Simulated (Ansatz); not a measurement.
Relaxation of a generated cell, Ni placed in the hcp structure type; 2 atoms in the cell, which starts as P6₃/mmc (No. 194), hP2; a = b = 2.4938 Å, c = 4.0489 Å, α = β = 90.00°, γ = 120.00°. All values below come from PBEsol (plane waves to 420 eV, PAW, scalar-relativistic; Ansatz, a quantum-chemistry and plane-wave program). Γ-centred k-mesh 15×15×8 on the run's cell (coarser than for final values), Fermi–Dirac smearing 0.05 eV. This is the first round of the run. Spin-polarised start, with parallel moments on Ni.

The optimiser's lines from the output (shortened; P is positive under compression):

```
relax step   1: F+E_penalty+E_count = -11609.88255659 eV  Δ(F+E_penalty+E_count) = +0.000e0 eV  max|allowed force component| = 1.850e-17 eV/Å  Δτ_max = 0.0000 Å  P = -9.332 GPa  Ω = 21.807 Å³  (12 SCF iters, dr2 threshold 1.00e-7 eV, accepted)
relax step   2: F+E_penalty+E_count = -11609.90616822 eV  Δ(F+E_penalty+E_count) = -2.361e-2 eV  max|allowed force component| = 7.575e-17 eV/Å  Δτ_max = 0.0000 Å  P = -4.746 GPa  Ω = 21.295 Å³  (10 SCF iters, dr2 threshold 2.00e-7 eV, accepted)
relax step   3: F+E_penalty+E_count = -11609.91382717 eV  Δ(F+E_penalty+E_count) = -7.659e-3 eV  max|allowed force component| = 6.939e-17 eV/Å  Δτ_max = 0.0000 Å  P = +0.558 GPa  Ω = 20.783 Å³  (9 SCF iters, dr2 threshold 2.00e-7 eV, accepted)
relax step   4: F+E_penalty+E_count = -11609.91389830 eV  Δ(F+E_penalty+E_count) = -7.113e-5 eV  max|allowed force component| = 3.701e-17 eV/Å  Δτ_max = 0.0000 Å  P = -0.003 GPa  Ω = 20.834 Å³  (7 SCF iters, dr2 threshold 2.00e-7 eV, accepted)
relax step   5: F+E_penalty+E_count = -11609.91390023 eV  Δ(F+E_penalty+E_count) = -1.932e-6 eV  max|allowed force component| = 3.932e-17 eV/Å  Δτ_max = 0.0000 Å  P = -0.001 GPa  Ω = 20.834 Å³  (5 SCF iters, dr2 threshold 1.15e-8 eV, accepted)
relax step   6: F+E_penalty+E_count = -11609.91353749 eV  Δ(F+E_penalty+E_count) = +3.627e-4 eV  max|allowed force component| = 3.701e-17 eV/Å  Δτ_max = 0.0000 Å  P = +0.022 GPa  Ω = 20.834 Å³  stress off target by 2.44e-2 GPa  SCF on the basis re-selected at this cell (its energy is not comparable with the rows above)  (8 SCF iters)
relax step   7: F+E_penalty+E_count = -11609.91353694 eV  Δ(F+E_penalty+E_count) = +5.495e-7 eV  max|allowed force component| = 4.163e-17 eV/Å  Δτ_max = 0.0000 Å  P = +0.000 GPa  Ω = 20.836 Å³  (7 SCF iters, dr2 threshold 1.48e-9 eV, accepted)
relax step   8: F+E_penalty+E_count = -11609.91353729 eV  Δ(F+E_penalty+E_count) = -3.455e-7 eV  max|allowed force component| = 4.163e-17 eV/Å  Δτ_max = 0.0000 Å  P = -0.000 GPa  Ω = 20.836 Å³  stress off target by 1.79e-4 GPa  SCF on the basis re-selected at this cell (its energy is not comparable with the rows above)  (6 SCF iters)
```

From the first to the last row the energy changes by -0.02 eV/atom and the volume by -4.5 %. The last row is marked as not comparable with the walk above it, whose basis was carried along; it does compare with step 1, since both stand on a basis selected at the nominal cutoff for their own cell.

Later rounds, restarted from the end of this one on a renewed k-mesh, logged 4 more steps and released under 0.01 eV/atom more. The final structure after all rounds: P6₃/mmc (No. 194), hP2, hcp (Mg type); a = b = 2.447 Å, c = 4.017 Å, α = β = 90.00°, γ = 120.00°. Between re-selections the logged energies stand on a plane-wave basis carried along with the cell. Spin state reached: ferromagnetic (net 0.63 μB/atom), from parallel starting moments; other spin orders were not run from this start.

The run could not lose the symmetry of its start: the end is stationary, and may be a saddle point rather than a minimum.

All atoms sit on sites fixed by symmetry, so only the cell could relax.

The relaxed structure here is a generated cell of Ni: the first start was made by placing the elements on the sites of a structure type, and the end was not matched to a known phase here, so it may be hypothetical. Known forms of Ni include space group No. 225.
